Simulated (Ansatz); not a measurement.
# Ba₃MoN₃ — Mo-95 NMR of the central transition

Cell: a Materials Project structure (computed, not necessarily an observed phase), atoms as given.

Space group P6_3/m (No. 176); a = 8.5024, c = 5.6347 Å, γ = 120.00°.

| site | Wyckoff | site symmetry | x | y | z |
| --- | --- | --- | --- | --- | --- |
| Ba | 6h | m.. | 0.9112 | 0.6413 | 0.2500 |
| Mo | 2c | -6.. | 0.6667 | 0.3333 | 0.7500 |
| N | 6h | m.. | 0.8745 | 0.5618 | 0.7500 |

One atom of each set is listed.

Level of theory: DFT, PBE, plane waves and PAW, scalar-relativistic, collinear spin, 420 eV cutoff, Γ-centred 4×4×5 k-points, Fermi–Dirac smearing 0.02 eV (Ansatz 0.2.0). Start moments as typed (μB): 2 on each Mo, none on the rest.

Mo-95 has I = 5/2 and Q = -22.00 mb (Pyykkö 2018); at 9.4 T its Larmor frequency is ν₀ = 26.2 MHz (from the bare nuclear moment; shielding lowers the observed one by a per cent or two). Only the quadrupole interaction is simulated: positions count from each site's isotropic chemical shift, and shift anisotropy, dipolar and J coupling are left out.

Simulated pattern of one Mo site (static powder, Gaussian broadening 6 kHz):

```tsv
offset (kHz)	height
-184.5	0
-176.9	1
-169.3	66
-161.8	100
-154.2	60
-146.6	48
-139.0	41
-131.4	36
-123.8	34
-116.3	32
-108.7	30
-101.1	28
-93.5	28
-85.9	26
-78.3	26
-70.7	25
-63.2	25
-55.6	24
-48.0	24
-40.4	24
-32.8	23
-25.2	24
-17.7	23
-10.1	24
-2.5	23
5.1	18
12.7	19
20.3	19
27.9	20
35.4	21
43.0	22
50.6	24
58.2	26
65.8	29
73.4	33
80.9	42
88.5	71
96.1	47
103.7	0
111.3	0
```

(1) Which |C_Q| and η does the pattern imply?

## Answers

(1) The pattern spans 262 kHz before broadening and its centre of gravity is at -50.2 kHz, which fixes P_Q; the places of the horns and steps fix η. That gives P_Q = 14.8 MHz, |C_Q| = 14.8 MHz and η = 0.00. The sign of C_Q can't be read from the pattern.

An axis of threefold or higher order runs through Mo, so V_zz lies along it and η is zero.

The largest force is 0.3 eV/Å, so the atoms aren't at the calculated equilibrium and relaxing them would move these values. Without spin–orbit coupling (the program notes it for Mo) the gradients can shift somewhat, as the gap is small. With a gap of 0.3 eV on this mesh, the gradients can still move by some per cent as the k-mesh gets denser. The start moments die out, and the run ends without spin.
